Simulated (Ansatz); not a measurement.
# CsCu₂P₃: reading a single point

```
Cs Cu P
1.0
     4.46024    5.57925    0.00000
     4.46024   -5.57925    0.00000
     0.00000    0.00000   -5.25330
Cs Cu P
2 4 6
Direct
  0.67800 0.32200 0.75000
  0.32200 0.67800 0.25000
  0.84400 0.84400 0.00000
  0.15600 0.15600 0.50000
  0.15600 0.15600 0.00000
  0.84400 0.84400 0.50000
  0.11810 0.88190 0.75000
  0.88190 0.11810 0.25000
  0.59600 0.83320 0.75000
  0.40400 0.16680 0.25000
  0.83320 0.59600 0.25000
  0.16680 0.40400 0.75000
```

Single point in Ansatz 0.2.0 with r2SCAN, with U_eff = 6.82 eV on Cu d (all-electron-ortho-atomic projectors), no spin polarisation. Cutoff 500 eV, PAW datasets, 5×5×7 Γ-centred k mesh, fermi-dirac filling (width 0.064 eV).

(1) Which atom feels the largest force, and which way?

(2) What happens at the Fermi level?

(3) Which element gives electrons and which takes them?

(4) Is the cell too large or too small?

Origin: a known structure type with other elements, at an estimated volume, so it need not be a known compound. Caveats: many states at the Fermi level without spin polarisation, so a magnetic state may lie lower; a Hubbard term without moments, so a magnetic state may lie lower.

## Answers

(1) The largest is on P7 (and as large on other atoms): 0.27 eV/Å, components (0.00, 0.27, 0.00). It makes 125° with the line to a nearest neighbour, Cu3 at 2.32 Å.

(2) It is a metal, with about 7.3 states/eV a cell as the mean within 0.25 eV of the Fermi level, mostly P p (86 %).

(3) Bader charges in e: Cs +0.72, Cu +0.11, P -0.34 to -0.25. In the mean Cs gives up most and P takes most.

(4) The pressure is 3.0 GPa (compression positive), so with the atoms held at these fractions the cell would first expand. The principal stresses 1.3, 2.0, 5.7 GPa differ, so its shape would change too.
